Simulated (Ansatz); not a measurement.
# Si2Mo: from a starting cell to a relaxed one

The start is a relaxed Si2Mo cell displaced along its unstable phonon at q = Γ (125i cm⁻¹), largest move 0.15 Å. The structure is fully relaxed (lattice and positions, P = 0) with PBE (plane waves to 420 eV, PAW, scalar-relativistic; Ansatz, a quantum-chemistry and plane-wave program). The first steps use a coarse 9×9×12 k-mesh.

Starting cell:
```
CELL_PARAMETERS angstrom
      4.32973     0.00000     0.00000
     -2.16487     3.74966     0.00000
      0.00000     0.00000     2.58742
ATOMIC_POSITIONS crystal
  Mo 0.00000 0.00000 0.96606
  Si 0.33333 0.66667 0.55797
  Si 0.66667 0.33333 0.55797
```

Question: How does the volume change?

Answer: +2.7 %, from 14.00 to 14.38 Å³/atom.

Question: Does it find its way back to the structure it was made from?

Answer: It does not go back: it reaches P6mm (No. 183), 0.04 eV/atom below the parent.

Question: What band gap does the relaxed structure have at this level?

Answer: No gap (metallic).

Question: Give the final cell and atomic positions.

Answer: 
```cif
data_MoSi2
_chemical_formula_sum 'Mo1 Si2'
_space_group_name_H-M_alt 'P6mm'
_space_group_IT_number 183
_space_group_name_Hall 'P 6 -2'
_cell_length_a 4.36794
_cell_length_b 4.36794
_cell_length_c 2.61128
_cell_angle_alpha 90.000
_cell_angle_beta 90.000
_cell_angle_gamma 120.000
loop_
_atom_site_label
_atom_site_type_symbol
_atom_site_symmetry_multiplicity
_atom_site_Wyckoff_symbol
_atom_site_fract_x
_atom_site_fract_y
_atom_site_fract_z
_atom_site_occupancy
Mo1 Mo 1 a 0.00000 0.00000 0.90019 1
Si1 Si 2 b 0.33333 0.66667 0.59091 1
```

Final values are on a 12×12×18 k-mesh of the relaxed cell. No spin polarisation in the result.

The run could not lose the symmetry of its start, so the end can be a saddle point.

The relaxed structure here is a generated cell of Si2Mo: the first start was made by placing the elements on the sites of a structure type, and the end was not matched to a known phase here, so it may be hypothetical. Known forms of Si2Mo include space group No. 139.
